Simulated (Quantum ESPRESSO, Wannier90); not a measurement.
# Se (R-3): Wannier90 run

```
CELL_PARAMETERS angstrom
      0.00000     0.00000     4.83952
     -5.65532    -3.26510    -1.61317
      5.65532    -3.26510    -1.61317
ATOMIC_POSITIONS crystal
  Se 0.09273 0.24359 0.36682
  Se 0.90727 0.75641 0.63318
  Se 0.72591 0.63318 0.87677
  Se 0.27409 0.36682 0.12323
  Se 0.84914 0.12323 0.75641
  Se 0.15086 0.87677 0.24359
```

Structure: Materials Project mp-147, symmetrised, not relaxed again. COD (Crystallography Open Database) has the formula in 4 space groups, this one among them (matched by group alone). Method: PBEsol plane waves in Quantum ESPRESSO 7.5 (PseudoDojo norm-conserving files, 69 Ry, no spin polarisation, no spin-orbit coupling), Bloch states on a 4×4×4 mesh through Γ, Wannier90 4.0.1. Density: 8×8×8 mesh, cold smearing 0.01 Ry. The cell is built of weakly bound layers, chains or molecules, whose nearest atoms lie 3.42 Å apart. Database cells relaxed without dispersion often hold them too far apart, which can enlarge gaps and weakens couplings between them; spacing and stacking were not compared with the measured crystal. Spin-orbit coupling, left out, would split the p-like bands by a few tenths of an eV.

Energies are relative to the valence-band maximum.

**Bands.** A Kohn-Sham gap of 1.35 eV opens above band 48. 8 filled groups are cut off by gaps; the highest, bands 44–48, spans -1.53 to 0.00 eV and is Se 4p 96 %.

**Valence functions.** The best of several starts gives 18 functions with Ω_total = 31.43 Å², 89 % of it gauge-invariant: 6 of 1.87 Å² at 0.56 Å from Se; 6 of 1.67 Å² at 0.48 Å from Se; 6 of 1.70 Å² at 1.15 Å from Se.

**Model.** 24 functions (Se sp) from bands 31-67, frozen to 2.85 eV, reach Ω_I = 27.45 Å² and follow pw.x to 1.9 meV rms (states up to 2.3 eV relative to the valence-band maximum).

**Outer window.** The setting "outer window to 6.14 eV" raises Ω_I to 28.85 Å², as fewer states are left to mix in, and the misfit goes to 2.2 meV.

**Stops.** With the frozen window to 5.88 eV the program stops (More states in the frozen window than target WFs).
